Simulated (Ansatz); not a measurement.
Relaxed CdS (wurtzite):

```
CdS
1.0
    4.19618     0.00000     0.00000
   -2.09809     3.63400     0.00000
    0.00000     0.00000     6.82953
Cd S
2 2
Direct
  0.33333   0.66667   0.99917
  0.66667   0.33333   0.49917
  0.33333   0.66667   0.37563
  0.66667   0.33333   0.87563
```

A phonon eigenvector at Γ is frozen into this cell: atom i moves by Q times the vector below, so Q is the largest atomic displacement, in Å. The cell is held.

```csv
atom,x,y,z
Cd1,0.000,0.000,-0.081
Cd2,0.000,0.000,0.081
S3,0.000,0.000,1.000
S4,0.000,0.000,-1.000
```

Level of theory: PBE (plane waves to 420 eV, PAW, scalar-relativistic; Ansatz, a quantum-chemistry and plane-wave program). k mesh 9×9×5 (Γ-centred), Fermi-Dirac smearing 0.05 eV. The energy includes the smearing's −TS. CdS was relaxed with its symmetry unable to fall. ΔE is measured from the undisplaced structure.

```csv
Q (Å),ΔE (meV/cell)
-0.180,315
-0.120,138
-0.060,34
0.000,0
0.060,34
0.120,138
0.180,315
```

Problem. Which DFPT wavenumber at Γ belongs to this mode?
A. 280 cm⁻¹
B. 43 cm⁻¹
C. 129 cm⁻¹
D. 212 cm⁻¹

Solution. A, 280 cm⁻¹. The curvature of the scan gives 280 cm⁻¹

(A displaced cell: forces are minus the slopes of the energy, force constants its curvatures, and phonons follow from these.)
